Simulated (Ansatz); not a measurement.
According to DFT-PBE in the program Ansatz with PAW potentials, CoB3N3 in the hexagonal phase (P-62m; Pearson symbol hP14) relaxes to a = 4.435 Å, c = 7.165 Å. B on 3f has 3 nearest neighbours from 1.46 Å (trigonal planar); N on 2c has 3 nearest neighbours from 1.46 Å (trigonal planar); B on 3g has 3 nearest neighbours from 1.48 Å (trigonal planar). Its formation energy from the elements is -553 meV/atom, with no fitted shifts.

It is gapped at this level: 0.23 eV (indirect). The valence maximum lies on the Γ–M line, 44 % of the way from Γ and the conduction minimum at L (3 equivalent valleys). Electrons at the band edge weigh 1.5, 2.2, 5.2 mₑ (principal values). The magnetic state found is ferromagnetic. The net moment is 0.14 μB per atom.

The start of the workflow was typed in or built on a structure type; neither database checked (COD, Materials Project) lists it. Its standing as an ambient phase is unchecked. The PBE relaxation kept the symmetry of its start; its stability against distortions is not shown here. Spin order of the final state: ferromagnetic, chosen from 2 collinear starts compared on coarse meshes (ties went to the first, and starts can fall back to one state), not a proven ground state. No Hubbard U is applied. Point labels and valley counts follow the cell and symmetry of the run, lower than the named group. The references are the lowest solids computed at this level, not always the standard phases (solids in place of the gases).

Potentials: the earlier of the program's two PAW sets.
